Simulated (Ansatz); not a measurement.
ZnAg: energy along a strain

ZnAg, Pm-3m, a = 3.156 Å (as given, not relaxed at this level: -3.9 GPa). The structure is a COD entry; whether it is the stable form wasn't checked. Ansatz: PBEsol, PAW, 420 eV, Γ-centred 16×16×16 mesh on 2 atoms, Gaussian smearing 0.15 eV; no spin polarisation. Cell vectors (Å): 3.156 0.000 0.000; 0.000 3.156 0.000; 0.000 0.000 3.156. The cell is strained by x per cent times the pattern (0 1 0 0 0 0) in the order xx yy zz yz xz xy (engineering shears), with fractional coordinates held. y is the free energy over the start, V0 = 15.717 Å³/atom.

| x (%) | y (meV/atom) |
| --- | --- |
| -4.00 | -6.88 |
| -3.00 | -6.88 |
| -2.00 | -5.65 |
| -1.00 | ? |
| 0.00 | 0.00 |
| 1.00 | 4.24 |
| 2.00 | 9.31 |
| 3.00 | 15.19 |
| 3.50 | 18.43 |
| 4.00 | 21.87 |

Fit y = c1 x + c2 x² + c3 x³ to the other rows, get the stiffness along the pattern, and predict the missing energy.

Least squares on the rows shown. y = 3.7871 x + 0.46614 x² − 0.012145 x³. The clamped-ion stiffness p·C·p = 2 × 4.661 eV × 160.2 / 15.717 Å³ = 95 GPa, which is C22 in these axes (C11 of the cubic crystal) (second derivative at the start, which stands under stress). At x = -1.00 the fit asked for gives -3.31 meV/atom. The run gave -3.32 meV/atom, so the fit is 0.01 meV/atom too high, within the rms miss on the fitted rows (0.03 meV/atom).